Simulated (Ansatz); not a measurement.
BaO:
```
BaO
1.0
    0.00000     2.71699     2.71699
    2.71699     0.00000     2.71699
    2.71699     2.71699     0.00000
Ba O
1 1
Direct
  0.00000   0.00000   0.00000
  0.50000   0.50000   0.50000
```

Cartesian axes are those of the cell as given.

### Question
Give the high-frequency dielectric tensor and the Born effective charge tensors of the independent atoms from DFPT, LDA in the plane-wave PAW code Ansatz.

### Answer

ε∞:
```
4.28  0.00  0.00
0.00  4.28  0.00
0.00  0.00  4.28
```
Z* of atom 1 (Ba), rows: field, columns: displacement, in e:
```
2.80  0.00  0.00
0.00  2.80  0.00
0.00  0.00  2.80
```
Z* of atom 2 (O), rows: field, columns: displacement, in e:
```
-2.80   0.00   0.00
 0.00  -2.80   0.00
 0.00   0.00  -2.80
```

Space group Fm-3m (rock salt). The LDA relaxation kept the symmetry of its start. Spin–orbit coupling is left out wherever it is not named.

Potentials: the later of the program's two PAW sets.
